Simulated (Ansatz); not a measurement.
BeSe:
```
BeSe
1.0
    3.61521     0.00000     0.00000
   -1.80761     3.13087     0.00000
    0.00000     0.00000     5.96412
Be Se
2 2
Direct
  0.33333   0.66667   0.99936
  0.66667   0.33333   0.49936
  0.66667   0.33333   0.12564
  0.33333   0.66667   0.62564
```

This is the PBEsol-relaxed structure.

### Question
All from PBEsol (plane waves, PAW; program Ansatz), unless another level is named. Predict the Born charges (a third of the trace).

### Answer
Be +1.49, Se -1.49 e.

### Question
Predict the electronic dielectric constant ε∞ (DFPT).

### Answer
6.06 (xx = yy), 6.22 (zz).

### Question
And the static dielectric constant ε0 (ions relaxed, cell fixed)?

### Answer
7.52 (xx = yy), 7.95 (zz).

### Question
And the largest static χ(2) component?

### Answer
9.6 pm/V.

Space group P6_3mc (wurtzite). The start of the workflow was typed in or built on a structure type; neither database checked (COD, Materials Project) lists it. COD files the formula under space group No. 216. Its standing as an ambient phase is unchecked. Symmetry was held in the PBEsol relaxation; its stability against distortions is not shown here. Spin–orbit coupling is left out wherever it is not named.

Potentials: the later of the program's two PAW sets.
